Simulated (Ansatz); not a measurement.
Slab of hcp Zn (10-10), 6 layers

The slab is cut from the hcp crystal, the stable phase, as relaxed on PAW files (15.32 Å³/atom), with 16 Å of vacuum and a dipole correction:

```yaml
crystal:
  lattice:
    - [2.63581, 0.00000, 0.00000]
    - [0.00000, 5.09292, 0.00000]
    - [0.00000, 0.00000, 21.32630]
  atoms:
    - { symbol: Zn, position: [0.75000, 0.75000, 0.37512] }
    - { symbol: Zn, position: [0.25000, 0.25000, 0.41080] }
    - { symbol: Zn, position: [0.25000, 0.75000, 0.48216] }
    - { symbol: Zn, position: [0.75000, 0.25000, 0.51784] }
    - { symbol: Zn, position: [0.75000, 0.75000, 0.58920] }
    - { symbol: Zn, position: [0.25000, 0.25000, 0.62488] }
```

All numbers are PBE results (scalar-relativistic) from Ansatz 0.2.0, with a Γ-centred 14×7×1 k mesh, Fermi–Dirac smearing of 0.1 eV, no spin polarisation. Methods: LAPW: all electrons, basis error target 1 meV/atom; PAW: frozen-core files, cutoff 420 eV.

The bulk energy comes from a cell in the slab's orientation on a 14×7×8 mesh. The surface energy is (E(slab) − N·E(bulk))/2A at zero smearing, the mean of both faces; thin slabs carry quantum-size effects.

As cut, the LAPW slab lies 1.304 eV above 6 atoms of bulk. What surface energy is that?

Over two faces of 13.42 Å² it is 48.6 meV/Å², and times 16.02 J/m² per eV/Å² that gives γ = 0.778 J/m².

What do relaxation and the other method give, and what work function comes out?



| method | γ as cut (J/m²) | γ relaxed (J/m²) | Φ as cut (eV) | Φ relaxed (eV) |
| --- | --- | --- | --- | --- |
| LAPW | 0.778 | 0.580 | 4.30 | 4.34 |
| PAW | 0.778 | 0.579 | 4.30 | 4.34 |

How do the spacings between the planes relax?

From the bottom face up: d12 -100.9 % of 0.761 Å, d23 +60.1 % of 1.522 Å, d34 -100.9 % of 0.761 Å, d45 +60.1 % of 1.522 Å, d56 -100.9 % of 0.761 Å.

What changes if the vacuum is set to 7 Å?

LAPW then gives: no gap, work function 4.18 (top) and 4.21 (bottom) eV; PAW: no gap, work function 4.12 eV. The program warns that the vacuum is too thin.

A 2p core hole is made on one atom of each kind in every 1×1 cell (PAW hole dataset, neutral cell, valence without spin). What does it cost by layer?

layer 1 1025.46 eV, layer 2 1025.46 eV, layer 3 1025.52 eV. Shifts between layers mean more than the absolute values, and a whole layer of holes screens otherwise than one hole.

In the relaxed 1×1 cell, replace the outer, then the middle Zn by Ga, which changes a whole layer. What shift does this Z+1 picture give?

E(outer) − E(middle) = -0.06 eV by LAPW and -0.05 eV by PAW; a positive value puts the surface line at higher binding energy.
